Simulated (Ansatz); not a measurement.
Input and command of a calculation in Ansatz (plane waves; scalar-relativistic PAW potentials unless the input names others):

```yaml
crystal:
  lattice:
    - [2.7765430532, 0.0, 0.0]
    - [-1.3882715266, 2.4045568187, 0.0]
    - [0.0, 0.0, 2.5551807]
  atoms:
    - { symbol: Mo, position: [0.0, 0.0, 0.5] }
basis:
  ecutwfc: 420
kpoints:
  mp_grid: { grid: [18, 18, 18] }
hamiltonian:
  xc: pbesol
  hubbard: { sites: [{ species: Mo, l: d, u_eff: 20.0 }] }
scf:
  occupations: { method: gaussian, width: 0.15 }
  max_iter: 80
output:
  forces: true
  eigenvalues: true
  stress: true
```

```bash
ansatz run input.yaml --threads 1 --pin off --max-ram 2560MiB --backend cpu --events-out ev --progress --plain --runs-dir out
```

Abridged log:
```
Basis set: ecut = 420 eV, 333 PW (Γ), exchange–correlation on 40×40×36 points (8 copies of the dense FFT grid, shifted against one another)
Bands: 11, of which v1, the nominal top of the filled ones, is band 7 counted from 1 (6 counted from 0)
Symmetry: 24 space group operations
k-points: 370 of 5832
SCF iter   1: F=—  HF=-4872.088158 eV  |F-HF|=—  |Δ(HF+E_count)|=         —  Δρ=9.46e-2  dr2=1.50e0  ethr=3.10e-3  ⟨swp⟩=5.0  Hψ=21699  notcnv=0
SCF iter   2: F=—  HF=-4872.432117 eV  |F-HF|=—  |Δ(HF+E_count)|=   3.44e-1  Δρ=6.54e-2  dr2=4.50e-1  ethr=3.10e-3  ⟨swp⟩=2.9  Hψ=10116  notcnv=0  defer=3
SCF iter   3: F=—  HF=-4874.462720 eV  |F-HF|=—  |Δ(HF+E_count)|=    2.03e0  Δρ=6.09e-2  dr2=3.83e-1  ethr=3.10e-3  ⟨swp⟩=2.5  Hψ=9562  notcnv=0  defer=3
SCF iter   4: F=—  HF=-4876.109790 eV  |F-HF|=—  |Δ(HF+E_count)|=    1.65e0  Δρ=5.59e-2  dr2=2.98e-1  ethr=2.74e-3  ⟨swp⟩=2.3  Hψ=10210  notcnv=0  defer=22
SCF iter   5: F=—  HF=-4878.804575 eV  |F-HF|=—  |Δ(HF+E_count)|=    2.69e0  Δρ=5.35e-2  dr2=3.01e-1  ethr=2.13e-3  ⟨swp⟩=2.1  Hψ=8349  notcnv=0  defer=27
SCF iter   6: F=—  HF=-4878.278454 eV  |F-HF|=—  |Δ(HF+E_count)|=   5.26e-1  Δρ=5.63e-2  dr2=2.53e-1  ethr=2.13e-3  ⟨swp⟩=2.2  Hψ=9141  notcnv=0  defer=39
SCF iter   7: F=—  HF=-4878.370974 eV  |F-HF|=—  |Δ(HF+E_count)|=   9.25e-2  Δρ=6.73e-2  dr2=6.45e-1  ethr=1.80e-3  ⟨swp⟩=2.9  Hψ=10441  notcnv=0  defer=46
SCF iter   8: F=—  HF=-4877.900060 eV  |F-HF|=—  |Δ(HF+E_count)|=   4.71e-1  Δρ=5.44e-2  dr2=3.30e-1  ethr=1.80e-3  ⟨swp⟩=2.3  Hψ=10180  notcnv=0  defer=55
   ...
SCF iter  19: F=—  HF=-4880.986546 eV  |F-HF|=—  |Δ(HF+E_count)|=   3.89e-2  Δρ=1.71e-2  dr2=2.20e-2  ethr=2.05e-4  ⟨swp⟩=2.6  Hψ=9159  notcnv=0  defer=69
SCF iter  20: F=—  HF=-4881.237665 eV  |F-HF|=—  |Δ(HF+E_count)|=   2.51e-1  Δρ=5.03e-3  dr2=5.30e-3  ethr=1.57e-4  ⟨swp⟩=2.2  Hψ=9747  notcnv=0  defer=68
SCF iter  21: F=—  HF=-4881.242782 eV  |F-HF|=—  |Δ(HF+E_count)|=   5.12e-3  Δρ=1.41e-3  dr2=3.52e-4  ethr=3.79e-5  ⟨swp⟩=2.2  Hψ=8124  notcnv=0  defer=51
SCF iter  22: F=—  HF=-4881.243952 eV  |F-HF|=—  |Δ(HF+E_count)|=   1.17e-3  Δρ=4.37e-4  dr2=1.96e-5  ethr=2.52e-6  ⟨swp⟩=2.3  Hψ=6297  notcnv=0  defer=51
SCF iter  23: F=—  HF=-4881.244034 eV  |F-HF|=—  |Δ(HF+E_count)|=   8.23e-5  Δρ=2.94e-4  dr2=1.05e-5  ethr=1.40e-7  ⟨swp⟩=2.3  Hψ=6455  notcnv=0  defer=50
SCF iter  24: F=—  HF=-4881.244088 eV  |F-HF|=—  |Δ(HF+E_count)|=   5.38e-5  Δρ=1.44e-4  dr2=2.74e-6  ethr=7.52e-8  ⟨swp⟩=2.0  Hψ=6513  notcnv=0  defer=50
SCF iter  25: F=—  HF=-4881.244099 eV  |F-HF|=—  |Δ(HF+E_count)|=   1.10e-5  Δρ=1.58e-5  dr2=2.68e-8  ethr=7.14e-10  ⟨swp⟩=4.7  Hψ=24006  notcnv=0
SCF iter  26: F=-4881.244099 eV  HF=-4881.244099 eV  |F-HF|=6.22e-10  |Δ(HF+E_count)|=   2.31e-7  Δρ=2.04e-6  dr2=6.27e-10  ethr=1.91e-10  ⟨swp⟩=4.2  Hψ=12577  notcnv=0
SCF 1 converged in 26 iterations: F = -4881.244099 eV  dr2 = 6.27e-10
SCF converged after 26 iterations
Free energy (F): -4881.244099 eV
Harris-Foulkes:  -4881.244099 eV  (|F-HF|=6.22e-10)
Internal energy: -4881.241535 eV  (E = F + TS)
E sigma→0 (E₀):  -4881.242817 eV
Entropy (-TS):   -0.002565 eV (-2.565 meV/atom)
Fermi energy:    17.116584 eV
--- Forces (eV/Å), atoms counted from 1 ---
  atom   1  Mo     0.00000000     0.00000000     0.00000000
--- Stress (GPa, compression-positive) ---
       88.405332       0.000000       0.000000
        0.000000      88.405332       0.000000
        0.000000       0.000000     132.876062
  P = ⅓ Tr σ = 103.2289 GPa (1032.289 kbar)
Occupation matrices written to <dir>
```

Q: What should be changed?

A: The fault is an enormous or negative U (hamiltonian.hubbard: not typed → {"sites": [{"species": "Mo", "l": "d", "u_eff": 20.0}]}, the first being the value of the sound run). Setting it back cures it. The run converged all the same, with an energy at zero smearing 15.3 eV/atom above the reference's (the Hamiltonian itself differs), pressure 103.23 GPa, largest force 0.000 eV/Å, no gap on the mesh, so convergence alone doesn't show that an input is right. A reference run from the same start on usual settings converged with pressure -9.72 GPa, largest force 0.000 eV/Å, no gap on the mesh.

The run took 5.1 s on 1 thread of AMD EPYC 9R45 96-Core Processor (Zen 5), with other jobs on the host, peak memory 0.4 GiB.